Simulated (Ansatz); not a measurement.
Zn$_{4}$TeS$_{3}$:
```yaml
crystal:
  lattice:
    - [3.99203, 0.00000, 0.00000]
    - [0.00000, 3.99203, 0.00000]
    - [0.00000, 0.00000, 11.19498]
  atoms:
    - { symbol: Zn, position: [0.50000, 0.00000, 0.84997] }
    - { symbol: S, position: [0.50000, 0.50000, 0.73280] }
    - { symbol: Zn, position: [0.00000, 0.50000, 0.61613] }
    - { symbol: S, position: [0.00000, 0.00000, 0.50000] }
    - { symbol: Zn, position: [0.50000, 0.00000, 0.38387] }
    - { symbol: S, position: [0.50000, 0.50000, 0.26720] }
    - { symbol: Zn, position: [0.00000, 0.50000, 0.15003] }
    - { symbol: Te, position: [0.00000, 0.00000, 0.00000] }
```

PBE (plane waves, PAW; program Ansatz) gives a gap of 0.99 eV without spin–orbit coupling, maximum at X, minimum at Γ.

Q: What happens when spin–orbit coupling is switched on?

A: The gap decreases by 0.13 eV, to 0.86 eV; maximum at Γ, minimum at Γ.

Q: Give the electron effective mass with spin–orbit coupling.

A: 0.13 mₑ (isotropic).

Q: Give the hole effective mass with spin–orbit coupling.

A: 0.20, 0.20, 1.7 mₑ (principal values).

Space group P-4m2. The start of the workflow was typed in or built on a structure type; neither database checked (COD, Materials Project) lists it. Whether it is the stable phase at ambient conditions was not checked. Symmetry was held in the PBE relaxation; its stability against distortions is not shown here.

Potentials: the earlier of the program's two PAW sets.
